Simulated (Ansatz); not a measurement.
An element in the fcc structure gives these cold pressures by all-electron LAPW under LDA (Ansatz 0.2.0, scalar-relativistic, no spin polarisation).

```
V (Å³/atom)  P (GPa)
      17.73    -0.04
      16.32    17.60
      14.90     43.1
      13.48     79.9
      12.06    134.3
      10.64    221.6
       9.22    363.5
       7.98    594.6
```

Question: Which element is it?

Answer: Nb. Its zero-pressure volume in this structure is near 17.7 Å³/atom; the volume and the steepness of P(V) together point to it, though neighbours can come close. Neighbours weren't tried against these numbers.
